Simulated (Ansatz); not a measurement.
Ge (diamond)

```
CELL_PARAMETERS angstrom
      0.00000     2.83808     2.83808
      2.83808     0.00000     2.83808
      2.83808     2.83808     0.00000
ATOMIC_POSITIONS crystal
  Ge 0.50000 0.50000 0.50000
  Ge 0.75000 0.75000 0.75000
```

The slice is a {110} plane (indices of the conventional cell) through the point (0.750, 0.750, 0.750) (fractional), spanned by u = [100] and v = [1 -1 -1] in vectors of this cell: u (4.01 Å) and v (5.68 Å, at 90° to u). It covers one period; positions are fractions (u, v).

Computed with PBEsol (plane waves to 420 eV, PAW, scalar-relativistic; Ansatz, a quantum-chemistry and plane-wave program). k mesh 14×14×14. These are valence fields of a PAW run, semicore shells included where kept as valence: close to a nucleus they are smooth pseudo fields. Ge was relaxed with its symmetry unable to fall.

**Question.** What is the ELF at the midpoint of the shortest Ge–Ge line in this plane (2.46 Å)?

**Answer.** 0.8.

**Question.** Predict the map of the electrostatic potential energy of an electron, from the cell's mean on the slice.

**Answer.** 
```tsv
v \ u	0.00	0.10	0.20	0.30	0.40	0.50	0.60	0.70	0.80	0.90
0.96	x	x	x	2.0	5.6	6.1	5.6	2.0	x	x
0.86	x	x	0.3	5.0	6.8	7.2	6.8	5.0	0.3	x
0.75	4.8	5.3	6.2	6.9	7.3	7.4	7.3	6.9	6.2	5.3
0.64	7.0	7.1	7.2	7.3	7.2	7.2	7.2	7.3	7.2	7.1
0.54	7.3	7.3	7.1	6.8	6.3	6.1	6.3	6.8	7.1	7.3
0.43	7.3	7.0	5.9	3.2	-0.9	<-1.0	-1.0	3.3	5.9	7.0
0.32	6.7	6.1	2.9	x	x	x	x	x	2.9	6.1
0.21	2.1	2.8	1.2	x	x	x	x	x	1.3	2.8
0.11	x	x	<-1.0	-1.0	x	x	x	-0.9	<-1.0	x
0.00	x	x	x	1.5	4.6	4.8	4.6	1.5	x	x
```

Values: electrostatic potential energy of an electron, from the cell's mean, in eV. Points within 1 Å of a nucleus are blanked (x), as the pseudised field means little there. Values under -1 eV are set to -1. The zero, the cell's mean, hangs on the PAW cores.
